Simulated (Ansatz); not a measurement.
## Structures of Ca₃Y: which is lowest?

Plane-wave DFT in Ansatz with scalar-relativistic PAW potentials, cutoff 420 eV, Γ-centred meshes chosen by cell and gap, Gaussian smearing with energies taken to zero width. Every cell was relaxed (cell and atoms) in a run of its own, within the symmetry of its start. Functional: PBEsol.

Relaxed structures (starts from databases or built by putting these elements on another compound's sites):
A. Pm-3m, 4 atoms in the computed cell, a = 5.325 Å; sites (symmetry × multiplicity) Ca 4/mm.m × 3, Y m-3m × 1; start: database
B. Fm-3m, 4 atoms in the computed cell, a = 8.364 Å; sites (symmetry × multiplicity) Ca -43m × 8 + m-3m × 4, Y m-3m × 4; start: database

**Question.** Rank them by energy. Could pressure change the order?

**Answer.**
```tsv
structure	group	E − E(lowest) (meV/atom)	V (Å³/atom)	gap on mesh (eV)
B	Fm-3m	0.0	36.57	0.00
A	Pm-3m	15.3	37.74	0.00
```

B is lowest, 15 meV/atom under A. The lowest is also the densest of these, so pressure wouldn't bring one of the others in at first order. Other structures may lie lower than all of these, and vibrations aren't counted.